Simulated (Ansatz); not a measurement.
MnGa:
```yaml
crystal:
  lattice:
    - [4.91601, 0.00000, 0.00000]
    - [-2.45801, 4.25739, 0.00000]
    - [0.00000, 0.00000, 4.22265]
  atoms:
    - { symbol: Mn, position: [0.00000, 0.50000, 0.00000] }
    - { symbol: Mn, position: [0.50000, 0.00000, 0.00000] }
    - { symbol: Mn, position: [0.50000, 0.50000, 0.00000] }
    - { symbol: Ga, position: [0.66667, 0.33333, 0.50000] }
    - { symbol: Ga, position: [0.33333, 0.66667, 0.50000] }
    - { symbol: Ga, position: [0.00000, 0.00000, 0.00000] }
```

Relaxed with PBE. Special points in fractions of this cell's reciprocal vectors: Γ (0.000, 0.000, 0.000); M (0.500, 0.000, 0.000); K (0.333, 0.333, 0.000); A (0.000, 0.000, 0.500); L (0.500, 0.000, 0.500); H (0.333, 0.333, 0.500).

Q: List the band energies nearest the Fermi level at these points for PBE (plane waves, PAW; program Ansatz).

A: In eV from the Fermi level; about four levels below and three above (degenerate sets whole), none deeper than 8.9 eV; points with the same levels are listed once.

```tsv
k	below	above
Γ	-1.42 -1.42 -0.97 -0.97	0.29 0.29 0.44
M	-1.53 -1.19 -0.73 -0.38	0.17 0.30 0.55
K	-0.44 -0.44 -0.37 -0.37	0.22 0.75 2.84
A	-0.26 -0.26 -0.13 -0.13 -0.10	0.15 0.15 0.33 0.33
L	-0.74 -0.70 -0.54 -0.15	0.05 0.31 0.49
H	-0.19 -0.15 -0.15 -0.01	0.17 0.17 0.52
```

Space group P6/mmm. The start of the workflow was typed in or built on a structure type; neither database checked (COD, Materials Project) lists it. Whether it is the stable phase at ambient conditions was not checked. The cell was relaxed with PBE under the symmetry of its start; whether a distortion lowers the energy is not shown. The workflow began spin-polarised and lost its moments. Scalar-relativistic: spin–orbit coupling is off unless named, which matters more the heavier the elements.

Potentials: the earlier of the program's two PAW sets.
